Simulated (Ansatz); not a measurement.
## What DFT gives for Zr₃Fe₂

```xyz
10
Lattice="5.9603 0.0000 0.0000 -2.9801 5.1618 0.0000 0.0000 -3.4412 5.4140" Properties=species:S:1:pos:R:3 pbc="T T T"
Fe    0.0000    3.4412    0.3535
Fe    0.0000    0.0000    2.3535
Fe    2.9801   -1.7206    5.0605
Fe    2.9801    1.7206    3.0605
Zr    1.8119    0.0000    4.0605
Zr   -0.9060    1.5692    4.0605
Zr    5.0543   -1.5692    4.0605
Zr    1.1682    1.7206    1.3535
Zr    3.8861    0.1514    1.3535
Zr   -2.0742    3.2898    1.3535
```

Single point in Ansatz 0.2.0 with r2SCAN, no spin polarisation. Cutoff 500 eV, PAW datasets, 7×7×7 Γ-centred k mesh, fermi-dirac filling (width 0.1 eV).

Problem. How is the charge shared?

Solution. Bader charges in e: Zr +1.10, Fe -1.65. In the mean Zr gives up most and Fe takes most.

Problem. Is the cell too large or too small?

Solution. The pressure is 26.8 GPa (compression positive), so with the atoms held at these fractions the cell would first expand; the forces are large, so a full relaxation may end otherwise. The principal stresses 23.4, 28.5, 28.5 GPa differ, so its shape would change too.

Problem. Where is the largest force?

Solution. The largest is on Fe2 (and as large on other atoms): 1.20 eV/Å, components (0.00, 0.00, 1.20). It makes 116° with the line to a nearest neighbour, Zr8 at 2.31 Å.

Problem. Is there a gap?

Solution. It is a metal, with about 9.6 states/eV a cell as the mean within 0.25 eV of the Fermi level, mostly Zr d (56 %) and Fe d (27 %).

Problem. Is it stable against the elements?

Solution. 0.75 eV an atom against the elements' usual phases (free molecules for gases, crystals otherwise, with no correction for O₂ or N₂), so at this geometry it isn't bound against them. Relaxing would lower it.

Origin: a known structure type with other elements, at an estimated volume, so it need not be a known compound. Caveats: no spin polarisation, so a magnetic state may lie lower; atoms or cell far from equilibrium.
